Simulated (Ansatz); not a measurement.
This Al2BP3 structure is the end of a relaxation. The cell was found from a structure generator's guess, not taken from experiment.

Method: DFT PBE, scalar-relativistic, plane waves, PAW in Ansatz. Cutoff 420 eV, Γ-centred mesh, Gaussian smearing, no spin polarisation.

```
Al B P
1.0
     3.65248    0.00000    0.00000
    -1.82624    3.16314    0.00000
     0.00000    0.00000   18.49506
Al B P
4 2 6
Direct
  0.33333 0.66667 0.99519
  0.33333 0.66667 0.67327
  0.66667 0.33333 0.17327
  0.66667 0.33333 0.49519
  0.33333 0.66667 0.33657
  0.66667 0.33333 0.83657
  0.33333 0.66667 0.12285
  0.33333 0.66667 0.44435
  0.33333 0.66667 0.80278
  0.66667 0.33333 0.30278
  0.66667 0.33333 0.62285
  0.66667 0.33333 0.94435
```

Formation energies are uncorrected and refer to the elements' standard structures at the same level. The references include black phosphorus.

**Question.** What space group does it have?

**Answer.** P6_3mc (No. 186), with Al and B ordered on wurtzite sites. Conventional cell: a = 3.652 Å, c = 18.495 Å. Al on its first site has 4 P at 2.31–2.36 Å; around Al on its second site lie 4 P at 2.31–2.40 Å; B has 1 P at 1.99 Å and 3 P at 2.20 Å; P on its first site is surrounded by 4 Al at 2.31–2.36 Å; 2 more sites not described.

**Question.** How far does it lie from the elements in energy?

**Answer.** −0.304 eV/atom.

**Question.** Is it a metal?

**Answer.** No, the gap on the 12×12×2 mesh is 0.92 eV.

The last run used a 12×12×2 mesh (in the run's order of axes) for its 12-atom cell and Gaussian smearing of 0.02 eV. Kohn–Sham gaps at this level usually fall short of measured ones. The reference form of P is held partly by dispersion forces, which this level lacks. A structure relaxed within its symmetry needn't be a true minimum. Another cell of Al2BP3 relaxed alike, in I-4m2, lies 38 meV/atom lower, so this cell isn't the stable form at this level.
